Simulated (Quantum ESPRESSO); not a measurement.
Band energies of AgCl at -1.5 % isotropic strain

```
AgCl
1.0
    1.81943    -5.35113     0.00000
    1.81943     5.35113     0.00000
    0.00000     0.00000     3.78732
Cl Ag
2 2
Cartesian
  1.81943  -3.89149   0.94683
  1.81943   3.89149   2.84049
  1.81943   1.08174   2.84049
  1.81943  -1.08174   0.94683
```

PBEsol (Quantum ESPRESSO, PseudoDojo norm-conserving, 82 Ry, no spin-orbit coupling); path ΓXSRAZΓYX1A1TY,ZT; energies in eV from the valence-band maximum.

```
k (1/Å)  point  band 22  band 23  band 24  band 25  band 26  band 27  band 28  band 29
-------  -----  -------  -------  -------  -------  -------  -------  -------  -------
0.00         Γ    -2.64    -2.47    -2.10    -1.78    -1.61     0.36     2.99     7.96
0.43              -2.20    -2.16    -1.52    -1.47    -0.83     2.31     4.01     5.39
0.86              -2.23    -1.45    -0.97    -0.12     0.00     2.68     5.24     5.28
0.96         X    -2.26    -1.37    -0.85    -0.13    -0.08     2.49     5.42     5.81
1.27         S    -2.23    -1.49    -1.20    -0.09    -0.02     2.84     5.10     5.47
1.48              -2.25    -1.55    -1.37    -0.45    -0.24     2.98     4.90     6.04
1.90              -2.33    -2.15    -1.92    -1.81    -1.24     2.89     2.96     6.38
2.10         R    -2.40    -2.30    -2.30    -1.68    -1.68     2.73     2.73     7.12
2.41         A    -2.45    -2.13    -2.13    -1.53    -1.53     2.88     2.88     6.94
2.52              -2.42    -2.30    -2.30    -1.67    -1.67     2.74     2.74     7.25
2.95              -2.50    -2.09    -2.09    -0.89    -0.89     3.47     3.47     7.65
3.38         Z    -2.63    -1.44    -1.44    -0.13    -0.13     4.42     4.42     6.54
3.48              -2.60    -1.47    -1.45    -0.24    -0.16     3.86     4.99     6.09
3.89              -2.47    -1.95    -1.70    -1.47    -1.28     1.56     3.90     7.37
4.21         Γ    -2.64    -2.47    -2.10    -1.78    -1.61     0.36     2.99     7.96
4.44              -2.76    -2.59    -1.69    -1.69    -1.68     0.93     3.14     7.50
4.79         Y    -2.79    -2.19    -1.83    -1.83    -1.54     2.10     3.89     6.02
4.89              -2.73    -2.14    -2.12    -1.50    -1.50     2.15     3.94     6.01
5.37              -2.33    -1.43    -0.72    -0.59    -0.46     2.47     5.20     6.59
5.56        X1    -2.26    -1.37    -0.85    -0.13    -0.08     2.49     5.42     5.81
5.74              -2.30    -1.51    -0.93    -0.42    -0.24     2.73     5.51     5.86
6.20              -2.37    -2.26    -1.99    -1.53    -1.15     3.06     3.07     6.05
6.39        A1    -2.45    -2.13    -2.13    -1.53    -1.53     2.88     2.88     6.94
6.58              -2.38    -1.70    -1.70    -1.21    -1.21     3.47     3.47     6.12
7.05              -2.12    -0.89    -0.89    -0.27    -0.27     3.44     3.44     6.95
7.15         T    -2.11    -0.88    -0.88    -0.17    -0.17     3.33     3.33     7.26
7.40              -1.99    -1.23    -0.76    -0.65    -0.47     2.82     4.35     6.48
7.81              -2.30    -2.18    -1.69    -1.53    -1.50     2.22     4.08     6.06
7.98         Y    -2.79    -2.19    -1.83    -1.83    -1.54     2.10     3.89     6.02
7.98         Z    -2.63    -1.44    -1.44    -0.13    -0.13     4.42     4.42     6.54
8.08              -2.64    -1.43    -1.43    -0.13    -0.13     4.34     4.34     6.62
8.57         T    -2.11    -0.88    -0.88    -0.17    -0.17     3.33     3.33     7.26
```

The PBEsol gap is indirect, 0.36 eV, from 89 % of the way from Γ to X to Γ; the smallest direct gap is 1.97 eV.

Spin-orbit splittings are left out.

Geometry strained from the cell relaxed with PBEsol, atoms relaxed again.

This is not the ordinary phase of the substance; no match was found in the copy of COD used, and its stability was not checked.

Letters of k points follow the standard setting of the lattice, whose axes may be ordered differently from the printed cell.
